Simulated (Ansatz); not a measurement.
The start is a generated cell, ZnNi built in the AFLOW prototype AB_hR6_160_3a_3a (as in SiC). The structure is fully relaxed (lattice and positions, P = 0) with PBE (plane waves to 420 eV, PAW, scalar-relativistic; Ansatz, a program for electronic structure). The first steps use a coarse 12×12×12 k-mesh.

Initial structure:
```
ZnNi
1.0
    1.62147     0.93616     7.94355
   -1.62147     0.93616     7.94355
    0.00000    -1.87231     7.94355
Ni Zn
3 3
Cartesian
  0.00000   0.00000   0.00000
  0.00000   0.00000   5.29565
  0.00000   0.00000  18.53500
  0.00000   0.00000   1.98581
  0.00000   0.00000   7.28169
  0.00000   0.00000  20.52081
```
Spin-polarised start, with parallel moments on Ni.

* **Initial pressure**: +82.9 GPa (positive: the cell is compressed)
* **Outcome**: The space group stays R3m (No. 160) (the run could not lower it), with 6 atoms in the primitive cell
* **Energy released**: 1.63 eV/atom
* **Volume change**: +34.4 %, from 12.06 to 16.21 Å³/atom
* **Band gap at the end**: zero (metallic)
* **Moments at the end**: zero (the starting moments vanished)
* **Optimiser moves**: 25

The end point of the relaxation:

```cif
data_Ni9Zn9
_chemical_formula_sum 'Ni9 Zn9'
_space_group_name_H-M_alt 'R3m :H'
_space_group_IT_number 160
_space_group_name_Hall 'R 3 -2"'
_cell_length_a 3.57525
_cell_length_b 3.57525
_cell_length_c 26.35189
_cell_angle_alpha 90.000
_cell_angle_beta 90.000
_cell_angle_gamma 120.000
loop_
_atom_site_label
_atom_site_type_symbol
_atom_site_symmetry_multiplicity
_atom_site_Wyckoff_symbol
_atom_site_fract_x
_atom_site_fract_y
_atom_site_fract_z
_atom_site_occupancy
Ni1 Ni 3 a 0.00000 0.00000 0.00377 1
Ni2 Ni 3 a 0.00000 0.00000 0.81884 1
Ni3 Ni 3 a 0.00000 0.00000 0.19644 1
Zn1 Zn 3 a 0.00000 0.00000 0.91414 1
Zn2 Zn 3 a 0.00000 0.00000 0.71367 1
Zn3 Zn 3 a 0.00000 0.00000 0.10314 1
```
(The calculation used a cell of 6 atoms; values per cell refer to that cell.)

Final values are on a 14×14×14 k-mesh of the relaxed cell. No spin polarisation in the result: the starting moments vanished. A magnetic state may lie lower.

The run could not lose the symmetry of its start, so the end can be a saddle point.

The relaxed structure here is a generated cell of ZnNi: the first start was made by placing the elements on the sites of a structure type, and the end was not matched to a known phase here, so it may be hypothetical.
